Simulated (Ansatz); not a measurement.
HfTe:
```xyz
2
Lattice="3.5423 0.0000 0.0000 0.0000 3.5423 0.0000 0.0000 0.0000 3.5423" Properties=species:S:1:pos:R:3 pbc="T T T"
Hf     0.0000     0.0000     0.0000
Te     1.7712     1.7712     1.7712
```

Relaxed with PBE. Special points in fractions of this cell's reciprocal vectors: Γ (0.000, 0.000, 0.000); X (0.000, 0.500, 0.000); M (0.500, 0.500, 0.000); R (0.500, 0.500, 0.500).

Problem. List the band energies nearest the Fermi level at these points for the program Ansatz at the PBE with spin–orbit coupling level (PAW).

Solution. In eV from the Fermi level; about four levels below and three above (degenerate sets whole), none deeper than 8.9 eV; points with the same levels are listed once.

```csv
k,below,above
Γ,-1.04 -1.04 -1.04 -1.04,1.60 1.60 2.32 2.32 2.32 2.32
X,-2.20 -2.20 -1.03 -1.03,2.68 2.68 3.61 3.61
M,-5.34 -5.34 -2.65 -2.65,0.21 0.21 0.60 0.60
R,-5.80 -5.80 -5.80 -5.80,0.97 0.97 2.10 2.10 2.10 2.10
```

Space group Pm-3m (CsCl type). The cell is a constructed one: a structure type filled with these elements; neither database checked (COD, Materials Project) lists it. Whether it is the stable phase at ambient conditions was not checked. The cell was relaxed with PBE under the symmetry of its start; whether a distortion lowers the energy is not shown. The run is not spin-polarised.

Potentials: the earlier of the program's two PAW sets.
